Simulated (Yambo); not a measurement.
Yambo run on HgO (space group P3_121, No. 152). The wavefunctions come from this Quantum ESPRESSO step (PBEsol, PseudoDojo standard norm-conserving files, fully relativistic):

```
&CONTROL
  calculation = 'nscf'
  pseudo_dir = './pseudo'
  outdir = './out'
/
&SYSTEM
  ibrav = 0
  nat = 6
  ntyp = 2
  ecutwfc = 84.0
  ecutrho = 336.0
  occupations = 'fixed'
  force_symmorphic = .true.
  nbnd = 332
  noncolin = .true.
  lspinorb = .true.
/
&ELECTRONS
  conv_thr = 6.000000000000001e-09
  diago_full_acc = .true.
  diago_thr_init = 1e-08
/
ATOMIC_SPECIES
O 15.9990 O.upf
Hg 200.5920 Hg.upf
CELL_PARAMETERS angstrom
  3.651148075156   0.000000000000   0.000000000000
 -1.825574037578   3.161986986064   0.000000000000
  0.000000000000   0.000000000000   8.829032080000
ATOMIC_POSITIONS crystal
O   0.551131356900   0.551131356900   0.000000000000
O   0.448868643100   0.000000000000   0.333333333333
O   0.000000000000   0.448868643100   0.666666666667
Hg   0.233328979300   0.233328979300   0.500000000000
Hg   0.766671020700   0.000000000000   0.833333333333
Hg   0.000000000000   0.766671020700   0.166666666667
K_POINTS automatic
3 3 1 0 0 0
```

Yambo input:

```
rim_cut
gw0
dyson
el_el_corr
HF_and_locXC
ppa
em1d
RandQpts= 1000000
RandGvec= 1 Ry
EXXRLvcs= 84 Ry
VXCRLvcs= 336 Ry
Chimod= "HARTREE"
% BndsRnXp
 25 | 330 |
%
NGsBlkXp= 7 Ry
% LongDrXp
 1.0 | 1.0 | 1.0 |
%
PPAPntXp= 27.2114 eV
% GbndRnge
 1 | 330 |
%
GTermKind= "BG"
DysSolver= "n"
ExtendOut
% QPkrange
 1 | 1 | 76 | 80 |
 3 | 3 | 78 | 79 |
%
```

k points by index: 1 = Γ, 3 = K.

Table of the .qp output:

```
#    K-point    Band    Eo [eV]    E [eV]    E-Eo [eV]    Vxc [eV]    Vnlxc [eV]    Sc|Eo [eV]    Sc|E [eV]    dSc/dw|Eo [eV]    Re(Z)    Im(Z)
#
    1    76    -0.010030    -0.307813    -0.297783    -20.48031    -25.53865    4.672308    4.760561    -8.061001    0.771462    -0.001401
    1    77    0.000000    -0.300326    -0.300326    -20.63287    -25.77700    4.754704    4.843807    -8.069634    0.771273    -0.001401
    1    78    0.000000    -0.300328    -0.300328    -20.63287    -25.77701    4.754707    4.843810    -8.069633    0.771273    -0.001401
    1    79    1.487842    2.258535    0.770694    -20.62572    -18.22116    -1.439150    -1.633871    -6.874803    0.798309    -0.001171
    1    80    1.487842    2.258536    0.770694    -20.62572    -18.22116    -1.439150    -1.633872    -6.874803    0.798309    -0.001171
    3    78    -0.357459    -0.737976    -0.380517    -20.23406    -25.00400    4.282994    4.389421    -7.608160    0.781495    -0.001395
    3    79    4.324982    5.415055    1.090073    -17.08461    -11.80061    -3.931204    -4.193923    -6.557671    0.805807    -0.001129
```
(The two width columns are left out.) Convergence of these settings isn't established.

Geometry relaxed with PBE+D3(BJ).

The structure is a Materials Project entry; no match was found in the copy of COD used, and its stability was not checked.
